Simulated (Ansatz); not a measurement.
Space group P-3m1 (No. 164). a = 3.975 Å, b = 3.975 Å, c = 4.906 Å, α = 90.00°, β = 90.00°, γ = 120.00°
```tsv
atom	site	symmetry	x	y	z
Al	2d	3m.	0.3333	0.6667	0.1926
Ni	2d	3m.	0.3333	0.6667	0.6875
Ni	1b	-3m.	0.0000	0.0000	0.5000
Ni	1a	-3m.	0.0000	0.0000	0.0000
```

Equation of state of this AlNi$_{2}$ structure (not necessarily the ground state), with shape and atoms relaxed at each volume where symmetry leaves them free. It has no gap at any of these volumes. These are results of DFT PBEsol, scalar-relativistic, plane waves, PAW in Ansatz 0.2.0, not measurements.

Plane waves to 420 eV, a k mesh through Γ of 12×12×8 on the computed 6-atom cell and Gaussian smearing (0.10 eV); no spin polarisation.

| V (Å³/atom) | E − E(largest V) (meV/atom) | P (GPa) |
| --- | --- | --- |
| 9.846 | 64.68 | 32.33 |
| 10.181 | 7.96 | 22.13 |
| 10.517 | -29.07 | 13.50 |
| 10.853 | -49.45 | 6.20 |
| 11.188 | -55.73 | 0.00 |
| 11.524 | -50.03 | -5.25 |
| 11.860 | -34.21 | -9.70 |
| 12.307 | 0.00 | -14.58 |

**Question.** Fit a third-order Birch–Murnaghan equation to E(V).

**Answer.** V0 = 11.19 Å³/atom, B0 = 190 GPa, B0' = 4.5.